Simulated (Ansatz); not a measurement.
Data:

LaGa3Cu:
```xyz
5
Lattice="-2.1239 2.1239 5.2759 2.1239 -2.1239 5.2759 2.1239 2.1239 -5.2759" Properties=species:S:1:pos:R:3 pbc="T T T"
La     0.0000     0.0000     0.0000
Ga     0.0000     0.0000     6.5373
Ga     0.0000     0.0000     4.0145
Ga     0.0000     2.1239     2.6380
Cu     2.1239     0.0000     2.6380
```

This is the r²SCAN-relaxed structure.

Task: All from r²SCAN in the plane-wave PAW code Ansatz, unless another level is named. Predict the density of states at the Fermi level.

Result: 0.27 states/eV per atom (mean over ±0.08 eV).

Task: Give the formation energy from the elements (no fitted shifts).

Result: -0.59 eV/atom.

Space group I-4m2. The first step of the workflow began from a Materials Project structure, measured or hypothetical; the Crystallography Open Database copy checked does not list it. COD files the formula under space group No. 107, so this cell is another polymorph or a model. With Ga and Cu taken as one species the cell has the higher symmetry I4/mmm, so it may be an ordered model of a mixed-site phase. Its standing as an ambient phase is unchecked. The cell was relaxed with r²SCAN under the symmetry of its start; its stability against distortions is not shown here. No spin polarisation was allowed. The references are the lowest solids computed at this level, not always the standard phases. Scalar-relativistic: spin–orbit coupling is off unless named, which matters more the heavier the elements.

Potentials: the earlier of the program's two PAW sets.
